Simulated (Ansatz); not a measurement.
One crystal and one scan (energy over volume and axial ratio) at two levels, PBE (plane waves to 420 eV, PAW, scalar-relativistic; Ansatz, a quantum-chemistry and plane-wave program) and r2SCAN (plane waves to 500 eV, PAW, scalar-relativistic; Ansatz), each from its own relaxed cell and on its own mesh.

The crystal is GaN (wurtzite); volume and axial ratio are varied about the relaxed values (subscript 0).

E stands for the smeared free energy. GaN was relaxed with its symmetry unable to fall. As the atoms are clamped, bonds stretch with the cell, which overstates energies and stresses.

```json
[
 {"quantity": "Lattice constant a (Å)", "run 1": "3.183", "run 2": "3.218"},
 {"quantity": "Lattice constant c (Å)", "run 1": "5.184", "run 2": "5.243"},
 {"quantity": "Relaxed volume (Å³/atom)", "run 1": "11.37", "run 2": "11.76"},
 {"quantity": "Modulus against c/a change at fixed volume, (3/4V)·∂²E/∂(ln c/a)² (fit, atoms clamped) (GPa)", "run 1": "198", "run 2": "174"}
]
```

Which run is which level?

Run 2 is PBE, run 1 is r2SCAN. PBE gives the higher value for: lattice constant a; lattice constant c; relaxed volume. PBE gives the lower value for: modulus against c/a change at fixed volume. Neither level is exact: the differences show how much the result hangs on the functional.

(A scan under strain: stresses follow from slopes of the energy per volume, elastic moduli from its curvatures.)
